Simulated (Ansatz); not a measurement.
## Computed properties of MgAl3N3O

MgAl3N3O:
```cif
data_Al3MgN3O
_chemical_formula_sum 'Mg1 Al3 O1 N3'
_space_group_name_H-M_alt 'P 1'
_space_group_IT_number 1
_cell_length_a 5.04020
_cell_length_b 3.14731
_cell_length_c 5.48236
_cell_angle_alpha 90.000
_cell_angle_beta 90.111
_cell_angle_gamma 90.000
loop_
_space_group_symop_operation_xyz
  'x, y, z'
loop_
_atom_site_label
_atom_site_type_symbol
_atom_site_fract_x
_atom_site_fract_y
_atom_site_fract_z
_atom_site_occupancy
Mg1 Mg 0.48974 0.00000 0.33403 1
Al1 Al 0.01513 0.50000 0.15426 1
O1 O 0.90552 0.00000 0.33403 1
N1 N 0.37015 0.50000 0.15098 1
Al2 Al 0.48683 0.50000 0.83586 1
Al3 Al 0.00751 0.00000 0.67784 1
N2 N 0.87262 0.50000 0.83108 1
N3 N 0.37249 0.00000 0.68193 1
```

Space group Pm (No. 6); conventional cell a = 5.0402 Å, b = 3.1473 Å, c = 5.4824 Å, α = γ = 90.00°, β = 90.11°.

Method: r²SCAN (plane waves, PAW; program Ansatz). The cell and atoms are relaxed at this level. Other levels are named where they apply.

**Cell and energy**

* **Volume per atom**: 10.87 Å³
* **Density**: 3.12 g/cm³
* **Formation energy from the elements (no fitted shifts)**: -1.74 eV/atom

**Electronic structure**

- Band gap: 2.48 eV (direct)
- Valence-band maximum: at Γ
- Conduction-band minimum: at Γ
- Electron effective mass: 0.29, 0.31, 0.33 mₑ (principal values)
- Hole effective mass: 0.39, 7.5, 22 mₑ (principal values)
- HSE06 gap on the r²SCAN cell: 3.22 eV

**Mechanics**

Bulk modulus (Birch–Murnaghan fit): 172 GPa
Pressure derivative B′: 4.0

**Charges**

* **Bader charges**: Mg +1.70, Al +2.49, O -1.78, N -2.48 to -2.44 e

The start of the workflow was typed in or built on a structure type; neither database checked (COD, Materials Project) lists it. Whether it is the stable phase at ambient conditions was not checked. The r²SCAN relaxation kept the symmetry of its start; its stability against distortions is not shown here. The references are the lowest solids computed at this level, not always the standard phases (solids in place of the gases).

Potentials: the earlier of the program's two PAW sets. The files were generated under PBE; for other functionals the program regenerates the frozen cores, and for LDA and PBEsol the local potential too.
